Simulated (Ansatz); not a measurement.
## A trial form of In4Sb

Theory: DFT PBE, scalar-relativistic, plane waves, PAW (Ansatz). Cutoff 420 eV, Gaussian smearing, Γ-centred meshes. Cell and atoms relax first on a coarse mesh and then on a finer one. In between, the cell is made exact in the group found at 0.06 Å. In metals the finer mesh still leaves noise of several meV/atom or more. The steps can't lower the symmetry of their start. No spin polarisation.

A trial structure of In4Sb was built thus: random cell by space group and Wyckoff sites (Pm-3m, No. 221). Lengths were set from tabulated atomic sizes, so they are only a guess.

```xyz
5
Lattice="5.0654 0.0000 0.0000 0.0000 5.0654 0.0000 0.0000 0.0000 5.0654" Properties=species:S:1:pos:R:3 pbc="T T T"
In    0.0000    2.5327    2.5327
In    2.5327    0.0000    2.5327
In    2.5327    2.5327    0.0000
In    2.5327    2.5327    2.5327
Sb    0.0000    0.0000    0.0000
```

Formation energies are uncorrected and refer to the elements' standard structures at the same level.

Problem. Where does the relaxation end?

Solution. The symmetry stays Pm-3m (No. 221). The volume per atom grows by 33.8 %, from 26.0 to 34.8 Å³. The shortest distance goes from 2.53 Å (In–In) to 2.79 Å (In–In). The energy falls by about 0.30 eV/atom (the start's value is from the coarse mesh). Conventional cell: a = 5.581 Å. Around In on a site of symmetry 4/mmm lie 2 In at 2.79 Å, 4 Sb at 3.95 Å and 8 In at 3.95 Å; In on a site of symmetry m-3m has 6 In at 2.79 Å; Sb is surrounded by 12 In at 3.95 Å (long contacts).

Space group Pm-3m (No. 221). a = 5.581 Å, b = 5.581 Å, c = 5.581 Å, α = 90.00°, β = 90.00°, γ = 90.00°
```csv
atom,site,symmetry,x,y,z
In,3c,4/mm.m,0.0000,0.5000,0.5000
In,1b,m-3m,0.5000,0.5000,0.5000
Sb,1a,m-3m,0.0000,0.0000,0.0000
```

Problem. How does it come out in energy, and is it a metal?

Solution.

* Energy over the elements: +0.42 eV/atom
* Gap on the 8×8×8 mesh of the 5-atom cell: 0 eV (a metal)

The separate elements lie lower, so it is unstable against them.

The last run used Gaussian smearing of 0.10 eV. Spin–orbit coupling, which can matter for Sb, is left out. A structure relaxed within its symmetry needn't be a true minimum. Another cell of In4Sb relaxed alike, in Cmmm, lies 0.33 eV/atom lower, so this cell isn't the stable form at this level.
